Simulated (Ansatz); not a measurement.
# Diamond alloy of Si and Sn (6 of 64 Si sites exchanged), 64 atoms

Ansatz, PAW, plane waves. PBEsol relaxation of volume and atoms (shape held) at the single k point (½, ½, ½); single points on the relaxed atoms at the Γ point alone, onto which points of the small cell's zone fold. Arrangement: clustered. No spin–orbit coupling unless named.

Relaxed structure:

```cif
data_structure
_symmetry_space_group_name_H-M 'P 1'
_symmetry_Int_Tables_number 1
_cell_length_a 11.0758
_cell_length_b 11.0758
_cell_length_c 11.0758
_cell_angle_alpha 90.000
_cell_angle_beta 90.000
_cell_angle_gamma 90.000
_cell_volume 1358.71
loop_
_atom_site_label
_atom_site_type_symbol
_atom_site_fract_x
_atom_site_fract_y
_atom_site_fract_z
_atom_site_occupancy
Si1 Si 0.00007 0.99958 0.99998 1
Si2 Si 0.99959 0.00068 0.49977 1
Si3 Si 0.99970 0.49985 0.00045 1
Si4 Si 0.99948 0.50002 0.50037 1
Si5 Si 0.50079 0.00163 0.00146 1
Si6 Si 0.49951 0.00258 0.49726 1
Si7 Si 0.49945 0.49696 0.00291 1
Si8 Si 0.12477 0.12463 0.12492 1
Si9 Si 0.12043 0.12304 0.62410 1
Si10 Si 0.12049 0.62411 0.12295 1
Si11 Si 0.11884 0.62786 0.62805 1
Si12 Si 0.62365 0.12281 0.12291 1
Si13 Si 0.62728 0.11956 0.62796 1
Si14 Si 0.62732 0.62772 0.11975 1
Si15 Si 0.24890 0.24837 0.99733 1
Si16 Si 0.23799 0.23826 0.49057 1
Si17 Si 0.24691 0.75001 0.00481 1
Si18 Si 0.23424 0.76246 0.50674 1
Si19 Si 0.75098 0.24888 0.00321 1
Si20 Si 0.76126 0.23837 0.50996 1
Si21 Si 0.75339 0.75106 0.99998 1
Si22 Si 0.76474 0.76298 0.48775 1
Si23 Si 0.37153 0.37091 0.12102 1
Si24 Si 0.37613 0.87790 0.12117 1
Si25 Si 0.36370 0.88859 0.61818 1
Si26 Si 0.87787 0.37604 0.12219 1
Si27 Si 0.88113 0.37109 0.62847 1
Si28 Si 0.87597 0.87499 0.12625 1
Si29 Si 0.87865 0.87869 0.62425 1
Si30 Si 0.24911 0.99708 0.24847 1
Si31 Si 0.24665 0.00489 0.75020 1
Si32 Si 0.23771 0.49059 0.23856 1
Si33 Si 0.23449 0.50656 0.76246 1
Si34 Si 0.75075 0.00309 0.24918 1
Si35 Si 0.75358 0.99984 0.75112 1
Si36 Si 0.76151 0.50970 0.23844 1
Si37 Si 0.76428 0.48764 0.76327 1
Si38 Si 0.37184 0.12070 0.37095 1
Si39 Si 0.37595 0.12135 0.87792 1
Si40 Si 0.36391 0.61781 0.88874 1
Si41 Si 0.87761 0.12236 0.37608 1
Si42 Si 0.87620 0.12589 0.87521 1
Si43 Si 0.88147 0.62811 0.37120 1
Si44 Si 0.87839 0.62424 0.87872 1
Si45 Si 0.99716 0.24918 0.24922 1
Si46 Si 0.00244 0.24857 0.75110 1
Si47 Si 0.00252 0.75095 0.24867 1
Si48 Si 0.99696 0.75104 0.75118 1
Si49 Si 0.48961 0.23804 0.23810 1
Si50 Si 0.50939 0.23798 0.76199 1
Si51 Si 0.50957 0.76208 0.23794 1
Si52 Si 0.11934 0.37241 0.37269 1
Si53 Si 0.11981 0.37385 0.87873 1
Si54 Si 0.11973 0.87879 0.37395 1
Si55 Si 0.12507 0.87465 0.87482 1
Si56 Si 0.62742 0.37156 0.88093 1
Si57 Si 0.62757 0.88058 0.37196 1
Si58 Si 0.63396 0.88565 0.88566 1
Sn1 Sn 0.49887 0.49839 0.49790 1
Sn2 Sn 0.64887 0.63054 0.63051 1
Sn3 Sn 0.36079 0.36110 0.63949 1
Sn4 Sn 0.36051 0.63992 0.36086 1
Sn5 Sn 0.48994 0.76068 0.76091 1
Sn6 Sn 0.63854 0.36006 0.36011 1
```

What are the mean bond lengths by pair (pairs within 1.2 times the sum of covalent radii, less contacts 15 % beyond the pair's median; cation–cation pairs of compounds aside; long ionic contacts are cut short by that bound)?

Si–Si 2.372 ± 0.021 Å (standard deviation, 109 bonds); Si–Sn 2.529 ± 0.009 Å (standard deviation, 14 bonds); Sn–Sn 2.669 ± 0.014 Å (standard deviation, 5 bonds).

What gap lies between the top filled and the lowest empty level in the single points?

HSE06 0.90 eV (5.7 min on 7 threads of Neoverse-V2). An indirect band minimum needn't fold onto Γ of this cell; where it doesn't, these gaps are too wide.
